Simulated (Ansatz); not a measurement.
A distorted cell of Mg (hcp, Mg type):

```yaml
crystal:
  lattice:
    - [6.37233, 0.00000, 0.00000]
    - [-1.59308, 2.75930, 0.00000]
    - [0.00000, 0.00000, 5.22349]
  atoms:
    - { symbol: Mg, position: [0.16667, 0.66667, 0.75000] }
    - { symbol: Mg, position: [0.57628, 0.66667, 0.75000] }
    - { symbol: Mg, position: [0.33333, 0.33333, 0.25000] }
    - { symbol: Mg, position: [0.83333, 0.33333, 0.25000] }
```

These are PBE (plane waves to 420 eV, PAW, scalar-relativistic; Ansatz, a quantum-chemistry and plane-wave program) values and carry that method's errors. k mesh 7×14×7 (Γ-centred), Fermi-Dirac smearing 0.05 eV. Energies are smeared free energies. Compression counts positive. With partly filled bands, energies and forces of such displacements shift with the k mesh and the smearing. Mg was relaxed with its symmetry unable to fall. The PAW data are Ansatz's earlier set.

**Question.** What forces act on the atoms (eV/Å, Cartesian)?

**Answer.** 
| atom | Fx | Fy | Fz |
|---|---|---|---|
| Mg1 | -1.481 | -0.339 | 0.000 |
| Mg2 | 1.817 | 0.515 | 0.000 |
| Mg3 | -0.175 | -0.200 | 0.000 |
| Mg4 | -0.161 | 0.023 | 0.000 |

**Question.** Give the stress tensor in GPa and the pressure.

**Answer.** 
```
    4.4      0.8      0.0
    0.8      0.7      0.0
    0.0      0.0      0.3
```
The pressure, a third of the trace, is 1.8 GPa.

**Question.** In it atom 2 sits (-0.576, 0.000, 0.000) Å away from its relaxed site. What is its energy relative to the relaxed cell?

**Answer.** 461 meV/cell.

(For displaced atoms, the force is minus the slope of the energy, and its curvature is a force constant, which sets phonon frequencies.)
